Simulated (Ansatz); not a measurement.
MnV:
```xyz
2
Lattice="2.8537 0.0000 0.0000 0.0000 2.8537 0.0000 0.0000 0.0000 2.8537" Properties=species:S:1:pos:R:3 pbc="T T T"
Mn     0.0000     0.0000     0.0000
V      1.4269     1.4269     1.4269
```

Relaxed with r²SCAN. Special points in fractions of this cell's reciprocal vectors: Γ (0.000, 0.000, 0.000); X (0.000, 0.500, 0.000); M (0.500, 0.500, 0.000); R (0.500, 0.500, 0.500).

Q: List the band energies nearest the Fermi level at these points for r²SCAN (plane waves, PAW; program Ansatz).

A: In eV from the Fermi level; about four levels below and three above (degenerate sets whole), none deeper than 8.9 eV; … stands for higher levels left out; points with the same levels are listed once.

```json
[
 {"k": "Γ", "below": "-4.30 -4.30 -0.98 -0.98 -0.98", "above": "1.54 1.54 …"},
 {"k": "X", "below": "-1.87 -1.35 -0.86 -0.86", "above": "0.05 0.20 0.20"},
 {"k": "M", "below": "-4.70 -4.43 -2.53 -2.53", "above": "1.04 1.04 1.20"},
 {"k": "R", "below": "-2.47 -2.47 -2.47 -2.39 -2.39 -2.39", "above": "1.25 1.25 2.78 2.78"}
]
```

Space group Pm-3m (CsCl type). The workflow started from a Materials Project entry (that database holds measured and hypothetical structures alike); the Crystallography Open Database files this formula in space group No. 221, but the cells were not matched. Its standing as an ambient phase is unchecked. The r²SCAN relaxation kept the symmetry of its start; its stability against distortions is not shown here. The run is not spin-polarised.

Potentials: the later of the program's two PAW sets.
